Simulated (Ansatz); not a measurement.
## ZrHg3: computed DOS

```xyz
4
Lattice="4.3652 0.0000 0.0000 0.0000 4.3652 0.0000 0.0000 0.0000 4.3652" Properties=species:S:1:pos:R:3 pbc="T T T"
Zr    0.0000    0.0000    0.0000
Hg    0.0000    2.1826    2.1826
Hg    2.1826    0.0000    2.1826
Hg    2.1826    2.1826    0.0000
```

The cell is COD entry 1522700, as deposited and not checked against the literature; nothing was relaxed.

Spin–orbit coupling is left out, though it moves levels of the heavy atoms by tenths of an eV or more.

Level of theory: DFT, PBEsol, all-electron LAPW, scalar-relativistic in Ansatz 0.2.0.

The runs use a Γ-centred 8×8×8 k mesh, Fermi–Dirac smearing of 0.05 eV, basis error target 0.5 meV/atom, no spin polarisation.

States per eV and cell, averaged over 0.6 eV, from -9.4 to 6.0 eV, with energies (bin centres) from the Fermi level; empty bins are left out. The partial columns, the largest 4 alone, are projections on Löwdin-orthogonalised atomic shells (those that the program's projection atoms carry: the occupied ones and, for some elements, an empty d or f shell; other empty shells have no column), summed over atoms of an element. Weights on diffuse s and p shells depend on that basis and aren't pure angular character.

| E (eV) | total | Hg 5d | Zr 4d | Hg 6s | Zr 5s |
| --- | --- | --- | --- | --- | --- |
| -9.2 | 0.25 | 0.03 | 0.00 | 0.16 | 0.05 |
| -8.6 | 1.41 | 0.69 | 0.02 | 0.59 | 0.09 |
| -8.0 | 12.52 | 10.95 | 0.30 | 1.01 | 0.21 |
| -7.4 | 12.38 | 11.58 | 0.21 | 0.37 | 0.15 |
| -6.8 | 16.20 | 15.47 | 0.19 | 0.43 | 0.05 |
| -6.2 | 8.31 | 7.60 | 0.14 | 0.50 | 0.03 |
| -5.6 | 2.11 | 1.63 | 0.09 | 0.32 | 0.03 |
| -5.0 | 0.65 | 0.19 | 0.06 | 0.29 | 0.08 |
| -4.4 | 0.95 | 0.21 | 0.11 | 0.43 | 0.16 |
| -3.8 | 0.99 | 0.19 | 0.13 | 0.48 | 0.14 |
| -3.2 | 1.43 | 0.28 | 0.19 | 0.81 | 0.06 |
| -2.6 | 1.51 | 0.25 | 0.34 | 0.78 | 0.05 |
| -2.0 | 1.07 | 0.10 | 0.34 | 0.39 | 0.10 |
| -1.4 | 1.46 | 0.09 | 0.60 | 0.29 | 0.19 |
| -0.8 | 2.33 | 0.10 | 1.25 | 0.16 | 0.13 |
| -0.2 | 3.77 | 0.16 | 2.70 | 0.06 | 0.05 |
| 0.4 | 1.43 | 0.06 | 1.10 | 0.02 | 0.03 |
| 1.0 | 1.40 | 0.05 | 0.92 | 0.12 | 0.05 |
| 1.6 | 2.74 | 0.06 | 2.03 | 0.15 | 0.18 |
| 2.2 | 3.50 | 0.09 | 1.89 | 0.47 | 0.34 |
| 2.8 | 3.25 | 0.07 | 1.62 | 0.58 | 0.24 |
| 3.4 | 2.06 | 0.02 | 0.64 | 0.33 | 0.06 |
| 4.0 | 2.08 | 0.02 | 0.61 | 0.35 | 0.08 |
| 4.6 | 1.91 | 0.01 | 0.36 | 0.28 | 0.11 |
| 5.2 | 1.54 | 0.01 | 0.19 | 0.15 | 0.11 |
| 5.8 | 1.23 | 0.01 | 0.10 | 0.06 | 0.07 |

Task: Which of the resolved shells contributes most within 0.3 eV of the Fermi level?

Result: Zr 4d, with 74 % of all states there; Hg 5d follows with 4 %.

Task: Where is the centre of the filled Hg 5d states between -14 eV and the top of the filled states?

Result: -6.98 eV from the Fermi level.
